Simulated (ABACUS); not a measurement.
Set-up for a self-consistent single point of Mg2ZnO3 (P-3m1, 6 atoms in the cell; from Materials Project mp-1222123, changed as shown).

```yaml
crystal:
  lattice:
    - [3.03300, 0.00000, 0.00000]
    - [-1.51650, 2.62665, 0.00000]
    - [0.00000, 0.00000, 7.32929]
  atoms:
    - { symbol: Mg, position: [0.33333, 0.66667, 0.66580] }
    - { symbol: Mg, position: [0.66667, 0.33333, 0.33420] }
    - { symbol: Zn, position: [0.00000, 0.00000, 0.00000] }
    - { symbol: O, position: [0.33333, 0.66667, 0.17262] }
    - { symbol: O, position: [0.66667, 0.33333, 0.82738] }
    - { symbol: O, position: [0.00000, 0.00000, 0.50000] }
```

Computed with ABACUS with PBEsol, numerical atomic orbitals DZP (confined pseudo-atomic orbitals with Gaussian additions; energy shift 0.003 Ry), PseudoDojo 0.4 standard norm-conserving PBEsol (tails mended) pseudopotentials.

ABACUS settings:

```
setting                                                                  value
---------------  -------------------------------------------------------------
basis                     DZP numerical atomic orbitals, energy shift 0.003 Ry
KPT                                                        Gamma 10 10 4 0 0 0
basis_type                                                                lcao
ecutwfc                                                                 100 Ry
smearing_method                                                          fixed
potentials       PseudoDojo 0.4 standard norm-conserving PBEsol (tails mended)
symmetry                                                                     1
ks_solver                                                              genelpa
scf_nmax                                                                   100
scf_thr                                                                1.0e-06
mixing_type                                                            broyden
```

Results:

```
Property                                                   Value
------------------------------------------------  --------------
Number of valence electrons                                   58
Number of bands                                               39
Number of k-points after the program's reduction             117
Size of the basis                                             93
Number of SCF iterations                                      10
Free energy E − TS                                -10264.6353 eV
Top of the valence band (on the code's own zero)         9.36 eV
Gap on the k-point mesh                                  2.89 eV
Pressure                                               -2.30 GPa
Largest force (vector length)                         0.199 eV/Å
```

Forces (eV/Å):
```tsv
atom	Fx	Fy	Fz
Mg1	0.000	0.000	-0.031
Mg2	0.000	0.000	0.031
Zn3	0.000	0.000	0.000
O4	0.000	0.000	-0.199
O5	0.000	0.000	0.199
O6	0.000	0.000	0.000
```

Stress (GPa, positive for compression):
```
-3.07   0.00   0.00
 0.00  -3.06   0.00
 0.00   0.00  -0.76
```

Gaps are taken between levels on the mesh.

For comparison: a first run was changed to give this one (lattice vector c scaled by 0.99), and from it to this one the free energy falls by 1.4 meV/atom, the pressure goes from -3.81 to -2.30 GPa, the largest force hardly changes (0.196 to 0.199 eV/Å) and the gap on the mesh goes from 2.805 to 2.893 eV.

The atom-centred basis is finite, which shifts total energies, pressures, gaps and forces against plane waves. The structure comes from a collection of computed structures, made at another level of theory; the collection holds predicted forms beside known ones.

Cost on one core: roughly 60 core-seconds.

The atomic orbitals were generated for these runs; they are not ABACUS's published sets and were checked against plane waves on a few crystals only.

“Tails mended”: in these copies of the files the far tail of each local potential was reset to the Coulomb form.
